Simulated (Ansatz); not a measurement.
In DFT-LDA in the program Ansatz with PAW potentials, Si2Ni in the fluorite or antifluorite type structure (Fm-3m) relaxes to a = 5.348 Å. Ni has 8 nearest neighbours from 2.32 Å (cubic). Its formation energy from the elements is -0.47 eV/atom, with no fitted shifts.

Electronic character: metallic (no gap).

The bulk modulus is 166 GPa. The relaxed-ion elastic constants in GPa are C11 = 208, C12 = 147, C44 = 83.9. The elastic constants imply a Debye temperature near 479 K. The highest mode at Γ lies at 333 cm⁻¹.

The cell was relaxed with LDA under the symmetry of its start; of distortions, only those at the zone centre were tested. The run is not spin-polarised. As this level gives no gap, shear constants depend on the k-mesh and smearing (Fermi–Dirac, 0.1 eV here). As this level gives no gap, phonon frequencies hold no LO–TO term and depend on the k-mesh and smearing (Fermi–Dirac, 0.1 eV here). The references are the lowest solids computed at this level, not always the standard phases.

Potentials: the later of the program's two PAW sets.
